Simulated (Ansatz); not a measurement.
CdS:
```yaml
crystal:
  lattice:
    - [0.00000, 2.91218, 2.91218]
    - [2.91218, 0.00000, 2.91218]
    - [2.91218, 2.91218, 0.00000]
  atoms:
    - { symbol: S, position: [0.75000, 0.75000, 0.75000] }
    - { symbol: Cd, position: [0.00000, 0.00000, 0.00000] }
```

x, y and z are the axes in which the lattice vectors are written.

**Question.** Give the high-frequency dielectric tensor and the Born effective charge tensors of the independent atoms from DFPT, PBEsol in the plane-wave PAW code Ansatz.

**Answer.** 
ε∞:
```
6.43  0.00  0.00
0.00  6.43  0.00
0.00  0.00  6.43
```
Z* of atom 1 (S), rows: field, columns: displacement, in e:
```
-2.17   0.00   0.00
 0.00  -2.17   0.00
 0.00   0.00  -2.17
```
Z* of atom 2 (Cd), rows: field, columns: displacement, in e:
```
2.17  0.00  0.00
0.00  2.17  0.00
0.00  0.00  2.17
```

Space group F-43m (zinc blende). The PBEsol relaxation kept the symmetry of its start. Scalar-relativistic: spin–orbit coupling is off unless named, which matters more the heavier the elements.

Potentials: the later of the program's two PAW sets.
